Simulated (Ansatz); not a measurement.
## BaFeO3 in Ansatz, relaxation

input.yaml:

```yaml
crystal:
  lattice:
    - [3.86616289, 0.0, 0.0]
    - [0.0, 3.86616289, 0.0]
    - [0.0, 0.0, 3.86616289]
  atoms:
    - { symbol: Fe, position: [0.0, 0.0, 0.0], spin: 4.0 }
    - { symbol: O, position: [0.5, 0.0, 0.0] }
    - { symbol: O, position: [0.0, 0.5, 0.0] }
    - { symbol: O, position: [0.0, 0.0, 0.5] }
    - { symbol: Ba, position: [0.5, 0.5, 0.5] }
kpoints:
  mp_grid: { grid: [6, 6, 6], shift: [0, 0, 0] }
magnetization:
  spin_polarized: true
scf:
  occupations: { method: fermi_dirac, width: 0.0825 }
  lower_state_search: "off"
hamiltonian:
  pseudopotentials: { kind: paw }
  xc: pbesol
  hubbard:
    sites: [{ species: Fe, l: d, u_eff: 2.9 }]
    projectors: all-electron-ortho-atomic
basis:
  ecutwfc: 420
  fft_grid_basis: typed
relax:
  max_steps: 40
  cell: { p_target: 0.0 }
  f_tol: 0.03
output:
  forces: true
  stress: true
  eigenvalues: true
  bader: true
  populations: true
  elf: true
  write_potential: true
  volumetric_format: npy
  dos:
    e_range: [-12, 8]
    de: 0.05
    projected: { site_lists: { Ba: [Ba], Fe: [Fe], O: [O] } }
checkpoint:
  read: saved_state
```

Run with:

```bash
ansatz run input.yaml --threads 2 --pin off --max-ram 4096MiB --backend cpu --events-out ev --progress --plain --runs-dir out
```

Origin of the cell: a known structure type with other elements, at an estimated volume, so it need not be a known compound.

The saved state is a converged single point of the same cell, with its larger moments on Fe1 up.

Steps («new basis» is an SCF on plane waves selected anew at the same cell):

| step | ΔF (meV/atom) | max force component (eV/Å) | P (GPa) | volume (Å³) | SCF iterations | step was |
| --- | --- | --- | --- | --- | --- | --- |
| 1 | 0.0 | 0.000 | 7.89 | 57.79 | 12 | accepted |
| 2 | -10.1 | 0.000 | 1.42 | 59.87 | 8 | accepted |
| 3 | -10.1 | 0.000 | 0.10 | 60.35 | 6 | accepted |
| 4 | -10.1 | 0.000 | 0.00 | 60.39 | 6 | accepted |
| 5 | -12.9 | 0.000 | 0.38 | 60.39 | 8 | new basis |
| 6 | -12.8 | 0.000 | 0.02 | 60.53 | 5 | accepted |
| 7 | -12.9 | 0.000 | 0.02 | 60.53 | 7 | new basis |

The starting structure.

Space group Pm-3m (No. 221); the run's cell has a = 3.866 Å, b = 3.866 Å, c = 3.866 Å, α = 90.00°, β = 90.00°, γ = 90.00°. Shortest distances: Fe–O 1.93 Å, O–O 2.73 Å, Ba–O 2.73 Å, Ba–Fe 3.35 Å.

The relaxed structure.

Space group Pm-3m (No. 221); the run's cell has a = 3.926 Å, b = 3.926 Å, c = 3.926 Å, α = 90.00°, β = 90.00°, γ = 90.00°. Shortest distances: Fe–O 1.96 Å, O–O 2.78 Å, Ba–O 2.78 Å, Ba–Fe 3.40 Å.

```xyz
5
Lattice="3.9263 0.0000 0.0000 0.0000 3.9263 0.0000 0.0000 0.0000 3.9263" Properties=species:S:1:pos:R:3 pbc="T T T"
Fe    0.0000    0.0000    0.0000
O     1.9631    0.0000    0.0000
O     0.0000    1.9631    0.0000
O     0.0000    0.0000    1.9631
Ba    1.9631    1.9631    1.9631
```

```
Free energy lowered by                                  : 12.9 meV/atom
Volume change                                           : 4.74 %
Final pressure                                          : 0.02 GPa
Relaxation steps listed                                 : 7
Site moments at the end (small spheres, which read low) : Fe1 +3.3 μB
Total moment                                            : 4.04 μB
```

Caveats: the magnetic state was chosen at the start cell and may not be the lowest after relaxing; the relaxation held the start's symmetry, so the end may be a saddle point.

Time: 35 s on 2 threads of Intel(R) Xeon(R) Platinum 8488C (Sapphire Rapids) (shared host), peak memory 0.51 GiB, from a saved density.
